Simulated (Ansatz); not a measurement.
MoN2:
```yaml
crystal:
  lattice:
    - [4.31879, 0.00000, 0.00000]
    - [0.00000, 4.31879, 0.00000]
    - [0.00000, 0.00000, 2.73946]
  atoms:
    - { symbol: Mo, position: [0.50000, 0.50000, 0.00000] }
    - { symbol: Mo, position: [0.00000, 0.00000, 0.00000] }
    - { symbol: N, position: [0.88788, 0.38788, 0.50000] }
    - { symbol: N, position: [0.11212, 0.61212, 0.50000] }
    - { symbol: N, position: [0.61212, 0.88788, 0.50000] }
    - { symbol: N, position: [0.38788, 0.11212, 0.50000] }
```

Relaxed with r²SCAN. Special points in fractions of this cell's reciprocal vectors: Γ (0.000, 0.000, 0.000); X (0.000, 0.500, 0.000); M (0.500, 0.500, 0.000); Z (0.000, 0.000, 0.500); R (0.000, 0.500, 0.500); A (0.500, 0.500, 0.500).

Task: List the band energies nearest the Fermi level at these points for plane-wave PAW r²SCAN with spin–orbit coupling (Ansatz code).

Result: In eV from the Fermi level; about four levels below and three above (degenerate sets whole), none deeper than 8.9 eV; points with the same levels are listed once.

```
k                    below                above
-  -----------------------  -------------------
Γ  -2.45 -2.45 -1.82 -1.82  0.73 0.73 0.84 0.84
X  -0.40 -0.40 -0.40 -0.40  2.44 2.44 2.44 2.44
M  -0.90 -0.90 -0.90 -0.90  0.52 0.52 0.52 0.52
Z  -2.20 -2.20 -2.06 -2.06  0.80 0.80 1.08 1.08
R  -1.11 -1.11 -1.11 -1.11  2.63 2.63 2.63 2.63
A  -1.41 -1.41 -1.41 -1.41  2.59 2.59 2.59 2.59
```

Space group P4/mbm. The workflow started from a Materials Project entry (that database holds measured and hypothetical structures alike); the Crystallography Open Database copy checked does not list it. Whether it is the stable phase at ambient conditions was not checked. The cell was relaxed with r²SCAN under the symmetry of its start; whether a distortion lowers the energy is not shown. The run is not spin-polarised.

Potentials: the later of the program's two PAW sets.
